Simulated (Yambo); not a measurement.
Li3BrO (anti-perovskite, space group Pm-3m, No. 221); a = 3.949 Å, b = 3.949 Å, c = 3.949 Å, α = 90.00°, β = 90.00°, γ = 90.00°. With the G0W0 scissor the direct gap on the mesh is 6.33 eV.

### Question
Does this run resolve the lowest exciton, and if so, what are its energy and binding? (Yambo, PBEsol bands; 6×6×6 mesh, 10 valence and 6 conduction bands, static screening with 66 bands and a 3 Ry block, scissor 2.05 eV, Tamm-Dancoff.)

### Answer
No. The lowest state covers only about 4 of the 216 k points, so the mesh doesn't resolve it: its energy and its distance from the direct gap are mesh artefacts. An extended exciton needs a far denser mesh. The scissor comes from a G0W0 run whose convergence isn't established. The cell is held in this high symmetry; tilts and polar distortions were not searched.

Spin-orbit coupling is included.

Geometry of the Materials Project entry, not relaxed at this level.
